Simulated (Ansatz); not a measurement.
**RuPt$_{2}$: zone-centre modes**

All numbers below come from Ansatz, DFT PBE, scalar-relativistic, plane waves, PAW. Settings: 420 eV plane-wave cutoff, Γ-centred 18×18×4 mesh, Fermi-Dirac smearing of 0.15 eV. No spin polarisation. Phonons by linear response, acoustic sum rule imposed.

Relaxed structure:
```xyz
6
Lattice="2.7776 0.0000 0.0000 -1.3888 2.4055 0.0000 0.0000 0.0000 13.5417" Properties=species:S:1:pos:R:3 pbc="T T T"
Ru    0.0000    0.0000    3.3854
Ru    0.0000    0.0000   10.1562
Pt    0.0000    1.6037    1.1887
Pt    1.3888    0.8018    7.9595
Pt    0.0000    1.6037    5.5822
Pt    1.3888    0.8018   12.3530
```

The cell was found from a structure generator's guess, not taken from experiment. In a metal, frequencies depend on the k mesh and the smearing, soft modes most. Spin–orbit coupling is left out, which matters for heavy elements.

(1) Is this structure stable against zone-centre distortions?

(2) List the optical modes at Γ (i marks imaginary ones).

Answers

(1) Yes, at Γ: no optical mode is imaginary. Strains and other wave vectors aren't tested by this run.

(2)
```tsv
frequency (THz)	degeneracy
1.30	2
1.58	2
2.13	2
3.13	1
3.17	1
3.81	2
4.00	2
4.59	1
6.07	1
6.32	1
```
